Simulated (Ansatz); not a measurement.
Rh:
Space group Fm-3m (No. 225); a = b = c = 3.7933 Å, α = β = γ = 90.00°

```tsv
atom	site	symmetry	x	y	z
Rh	4a	m-3m	0.0000	0.0000	0.0000
```
(The calculation used a cell of 1 atom; values per cell refer to that cell.)

Relaxed with PBE+D3(BJ).

Question: Which orbitals make up the states near the Fermi level in the program Ansatz at the PBE+D3(BJ) level (PAW)?

Answer: Within 0.5 eV of the Fermi level: Rh 4d 96 %. Projections are on Löwdin-orthogonalised atomic valence shells; empty p or d shells of many metals are not among them.

Question: Tabulate the density of states.

Answer: States/eV per cell of 1 atom, in 0.25 eV bins, energy from the Fermi level.

```csv
E (eV),total,Rh 4d,Rh 5s,Rh 4p
-7.85,0.02,0.00,0.02,0.00
-7.60,0.04,0.00,0.04,0.00
-7.35,0.06,0.00,0.05,0.00
-7.10,0.07,0.00,0.07,0.00
-6.85,0.09,0.00,0.08,0.00
-6.60,0.11,0.01,0.10,0.00
-6.35,0.20,0.08,0.12,0.00
-6.10,0.61,0.41,0.19,0.00
-5.85,1.20,0.93,0.26,0.01
-5.60,1.64,1.32,0.30,0.01
-5.35,2.10,1.79,0.29,0.01
-5.10,1.72,1.55,0.15,0.01
-4.85,1.42,1.31,0.09,0.01
-4.60,1.10,1.03,0.06,0.01
-4.35,1.29,1.23,0.04,0.01
-4.10,1.32,1.26,0.05,0.01
-3.85,1.21,1.15,0.05,0.01
-3.60,1.34,1.26,0.07,0.01
-3.35,1.41,1.31,0.08,0.01
-3.10,1.69,1.56,0.10,0.01
-2.85,2.31,2.17,0.11,0.01
-2.60,2.12,1.99,0.09,0.01
-2.35,1.24,1.13,0.08,0.01
-2.10,1.37,1.26,0.07,0.01
-1.85,1.17,1.08,0.06,0.00
-1.60,1.40,1.31,0.06,0.00
-1.35,1.54,1.46,0.06,0.00
-1.10,1.46,1.38,0.05,0.00
-0.85,1.29,1.22,0.05,0.00
-0.60,1.19,1.12,0.04,0.00
-0.35,1.16,1.10,0.04,0.00
-0.10,1.22,1.17,0.04,0.00
0.15,1.42,1.37,0.04,0.00
0.40,2.07,2.01,0.05,0.00
0.65,1.62,1.56,0.05,0.00
0.90,0.79,0.71,0.06,0.00
1.15,0.22,0.14,0.07,0.00
1.40,0.23,0.13,0.08,0.00
1.65,0.23,0.12,0.09,0.00
1.90,0.23,0.11,0.09,0.00
2.15,0.23,0.10,0.10,0.00
2.40,0.23,0.09,0.10,0.00
2.65,0.24,0.08,0.11,0.00
2.90,0.24,0.08,0.11,0.00
3.15,0.24,0.07,0.11,0.00
3.40,0.24,0.06,0.11,0.00
3.65,0.24,0.06,0.11,0.00
3.90,0.24,0.05,0.11,0.00
4.15,0.24,0.05,0.10,0.00
4.40,0.24,0.04,0.10,0.00
4.65,0.23,0.04,0.10,0.00
```

The cell was relaxed with PBE+D3(BJ) under the symmetry of its start. The run is not spin-polarised. The pairwise dispersion correction was not fitted to metals. Scalar-relativistic: spin–orbit coupling is off unless named, which matters more the heavier the elements.

Potentials: the later of the program's two PAW sets.
